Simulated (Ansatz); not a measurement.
## W: energy along a strain

W, Fm-3m, a = 4.060 Å (as given, not relaxed at this level: -8.8 GPa). This isn't the element's structure at ambient conditions. Ansatz: r2SCAN, PAW, 500 eV, Γ-centred 20×20×20 mesh on 1 atom, Gaussian smearing 0.15 eV; no spin polarisation. Cell vectors (Å): 0.000 2.030 2.030; 2.030 0.000 2.030; 2.030 2.030 0.000. The cell is strained by x per cent times the pattern (0 0 1 0 0 0) in the order xx yy zz yz xz xy (engineering shears), with fractional coordinates held. y is the free energy over the start, V0 = 16.731 Å³/atom.

```
x (%) y (meV/atom)
-4.00        -38.67
-3.00        -29.26
-2.00        -19.37
-1.00         -9.48
 0.00          0.00
 1.00          9.03
 2.00         17.96
 3.00         27.41
 3.50         32.50
 4.00             ?
```

Question: Fit y = c1 x + c2 x² + c3 x³ to the other rows, get the stiffness along the pattern, and predict the missing energy.

Answer: Least squares on the rows shown. y = 9.3624 x − 0.070876 x² + 0.0057804 x³. The clamped-ion stiffness p·C·p = 2 × -0.7088 eV × 160.2 / 16.731 Å³ = -13.6 GPa, which is C33 in these axes (C11 of the cubic crystal) (second derivative at the start, which stands under stress). With a term in x⁴ added, the coefficient of x² becomes -0.2212, 212 % more, which shows how far this figure hangs on the form. At x = 4.00 the fit asked for gives 36.69 meV/atom. The run gave 37.90 meV/atom, so the fit is 1.21 meV/atom too low, 1.6 % of the span of the series, against an rms of 0.32 meV/atom on the fitted rows. The row lies outside the fitted range. With a term in x⁴ added, a fit to the same known rows predicts 38.14 meV/atom, so most of the miss is curvature that the known rows already hold.

Spin–orbit coupling is left out, which can shift energies with elements as heavy as these.